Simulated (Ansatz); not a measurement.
# Structure types of Hg at zero pressure (with spin–orbit coupling)

Structure types of Hg are relaxed in primitive cells with their symmetry kept at 0 GPa, first on PAW files, then by LAPW. The enthalpy is E + pV at zero temperature, without zero-point motion. Only the types listed were tried, and differences under about 5 meV/atom are mesh noise. Not among the end structures: fcc, which may lie lower.

Computed with Ansatz 0.2.0; functional LDA, with spin–orbit coupling. Settings: Fermi–Dirac smearing of 0.05 eV, no spin polarisation. Methods: LAPW: all electrons, basis error target 0.5 meV/atom; PAW: frozen-core files, cutoff 420 eV.

k meshes: bcc 16×16×16, hcp 15×15×8, sc 14×14×14, diamond 12×12×12.

The PAW files were made under PBE.

| start type | ends as | a, b, c (Å) | V (Å³/atom) | H − H(lowest), LAPW (meV/atom) |
| --- | --- | --- | --- | --- |
| bcc | bcc, Im-3m | 3.529, 3.529, 3.529 | 21.98 | ? |
| hcp | hcp, P6_3/mmc | 3.141, 3.141, 5.020 | 21.44 | 48.5 |
| sc | sc, Pm-3m | 2.865, 2.865, 2.865 | 23.51 | 0.0 |
| diamond | diamond, Fd-3m | 6.355, 6.355, 6.355 | 32.09 | ? |

**Question.** Give the missing entry: row "diamond", column "H − H(lowest), LAPW (meV/atom)".

**Answer.** 278.7.

**Question.** Fill in "H − H(lowest), LAPW (meV/atom)" for the row "bcc".

**Answer.** 47.0.
